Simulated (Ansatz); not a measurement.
SiO₂ (P4_12_12), relaxed and computed with several functionals in Ansatz (plane waves, PAW).

| functional | a (Å) | c (Å) | V (Å³/atom) | gap (eV) | B₀ by P(V) fit (GPa) |
|---|---|---|---|---|---|
| r²SCAN | 4.984 | 6.924 | 14.33 | 6.34 | 15.0 |
| HSE06 | 5.065 | 7.080 | 15.13 | 7.40 | 15.2 |
| LDA | 4.945 | 6.872 | 14.01 | 5.55 | 12.1 |

All cells were relaxed under the symmetry of their starts (and spin orders); stability against distortions was not tested throughout.

Potentials: the later of the program's two PAW sets.

Ansatz (a first-principles code) is a plane-wave DFT program.
